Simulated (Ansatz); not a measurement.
Ba2Zn (MoSi2 or CaC2 type, I4/mmm), plane-wave PAW PBE (Ansatz code), all energies at zero smearing, with the estimated change up to a 700 eV cutoff added, with one set of potentials and settings (totals compare only within such a set). Cell of 3 atoms (2 Ba, 1 Zn): -15218.551 eV.

```tsv
element	reference phase	E (eV/atom)
Ba	Im-3m, 1 atoms in the cell	-5949.5401
Zn	C2/m, 3 atoms in the cell	-3319.0295
```

Formation energy per atom, worked out: (-15218.551 − 2×(-5949.5401) − 1×(-3319.0295))/3 = -0.147 eV/atom (-14 kJ per mol of atoms), at 0 K, without zero-point energy or fitted corrections.

The workflow started from a Materials Project entry (that database holds measured and hypothetical structures alike); the Crystallography Open Database copy checked does not list it. Its standing as an ambient phase is unchecked. Symmetry was held in the PBE relaxation; its stability against distortions is not shown here. The references are the lowest solids computed at this level, not always the standard phases. Spin–orbit coupling is left out wherever it is not named.

Potentials: the later of the program's two PAW sets.
